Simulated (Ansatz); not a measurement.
TiN:
```xyz
2
Lattice="0.0000 2.1233 2.1233 2.1233 0.0000 2.1233 2.1233 2.1233 0.0000" Properties=species:S:1:pos:R:3 pbc="T T T"
Ti     2.1233     2.1233     2.1233
N      0.0000     0.0000     0.0000
```

Relaxed with PBE. Special points in fractions of this cell's reciprocal vectors: Γ (0.000, 0.000, 0.000); X (0.500, 0.000, 0.500); U (0.625, 0.250, 0.625); K (0.375, 0.375, 0.750); L (0.500, 0.500, 0.500); W (0.500, 0.250, 0.750).

**Question.** List the band energies nearest the Fermi level at these points for plane-wave PAW PBE (Ansatz code).

**Answer.** In eV from the Fermi level; about four levels below and three above (degenerate sets whole), none deeper than 8.9 eV; … stands for higher levels left out; points with the same levels are listed once.

```
k                                below           above
-  -----------------------------------  --------------
Γ  -2.04 -2.04 -2.04 -0.60 -0.60 -0.60               …
X              -5.82 -3.23 -3.23 -3.05  1.65 2.38 2.38
U              -5.80 -5.71 -4.45 -0.46  1.98 2.31 3.58
L                    -8.06 -5.47 -5.47  1.68 1.68 2.35
W                    -5.46 -5.46 -5.35  0.92 0.92 2.39
```

Space group Fm-3m (rock salt). The PBE relaxation kept the symmetry of its start. No spin polarisation was allowed. With an odd number of electrons in the cell and no spin polarisation, the count alone makes it a metal.

Potentials: the later of the program's two PAW sets.
